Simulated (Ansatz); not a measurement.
ZnO (wurtzite)

```
CELL_PARAMETERS angstrom
      3.27946     0.00000     0.00000
     -1.63973     2.84010     0.00000
      0.00000     0.00000     5.29382
ATOMIC_POSITIONS crystal
  Zn 0.33333 0.66667 0.99787
  Zn 0.66667 0.33333 0.49787
  O  0.33333 0.66667 0.37693
  O  0.66667 0.33333 0.87693
```

The volume is varied about the relaxed value V₀ at fixed cell shape. The atoms relax within the cell's symmetry.

The numbers are results of PBE (plane waves to 420 eV, PAW, scalar-relativistic; Ansatz, an electronic-structure program), not measurements. k mesh 12×12×7 (Γ-centred), Fermi-Dirac smearing 0.05 eV. The energy includes the smearing's −TS. Stress and pressure are positive under compression. With the shape held, the modulus is that of even scaling; a crystal free to change shape is softer. ZnO was relaxed with its symmetry unable to fall. The zero of ΔE is the relaxed starting cell.

| V (Å³/atom) | ΔE (meV/atom) |
|---|---|
| 11.094 | withheld |
| 11.341 | 36.9 |
| 11.587 | 20.0 |
| 11.834 | 8.5 |
| 12.080 | 2.1 |
| 12.327 | 0.0 |
| 12.573 | 1.9 |
| 12.820 | 7.4 |
| 13.066 | 16.1 |
| 13.313 | 27.6 |
| 13.559 | 41.8 |

Q: Fit a third-order Birch-Murnaghan form (E₀, V₀, B₀, B₀′ free) to the given rows and predict ΔE at V = 11.094.

A: Least squares on the 10 given rows: ΔE = E₀ + (9V₀B₀/16)·y²·[2 + (B₀′ − 4)y], y = (V₀/V)^(2/3) − 1, with V₀ = 12.327 Å³/atom, B₀ = 129.1 GPa (160.2 GPa = 1 eV/Å³; the term in eV is multiplied by 1000), B₀′ = 4.40, E₀ = 0.00 meV/atom; root-mean-square residual 0.03 meV/atom. At 11.094 the fit gives 60.1 meV/atom; the calculation gives 59.9 meV/atom, so the extrapolation is off by 0.2 (+0.3 %). For the pressure the fit gives 17.2 GPa against the computed 17.1 GPa.

(Under strain, the slope of the energy per volume gives the stress and its curvature an elastic modulus.)
